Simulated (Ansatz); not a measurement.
Consider the following.

Ga2W:
```cif
data_Ga4W2
_chemical_formula_sum 'Ga4 W2'
_space_group_name_H-M_alt 'P 1'
_space_group_IT_number 1
_cell_length_a 6.01888
_cell_length_b 5.01548
_cell_length_c 4.82904
_cell_angle_alpha 75.354
_cell_angle_beta 53.728
_cell_angle_gamma 50.918
loop_
_space_group_symop_operation_xyz
  'x, y, z'
loop_
_atom_site_label
_atom_site_type_symbol
_atom_site_fract_x
_atom_site_fract_y
_atom_site_fract_z
_atom_site_occupancy
Ga1 Ga 0.08407 0.41593 0.08407 1
Ga2 Ga 0.41593 0.08407 0.41593 1
Ga3 Ga 0.16593 0.83407 0.16593 1
Ga4 Ga 0.83407 0.16593 0.83407 1
W1 W 0.75000 0.75000 0.75000 1
W2 W 0.50000 0.50000 0.50000 1
```

This is the PBEsol-relaxed structure.

Question: All from PBEsol (plane waves, PAW; program Ansatz), unless another level is named. Give the density of states at the Fermi level.

Answer: 0.35 states/eV per atom (mean over ±0.08 eV).

Question: What about the formation energy from the elements (no fitted shifts)?

Answer: 0.022 eV/atom.

Space group Fddd. The start of the workflow was typed in or built on a structure type; neither database checked (COD, Materials Project) lists it. Its standing as an ambient phase is unchecked. The cell was relaxed with PBEsol under the symmetry of its start; whether a distortion lowers the energy is not shown. No spin polarisation was allowed. The references are the lowest solids computed at this level, not always the standard phases. Scalar-relativistic: spin–orbit coupling is off unless named, which matters more the heavier the elements.

Potentials: the later of the program's two PAW sets.
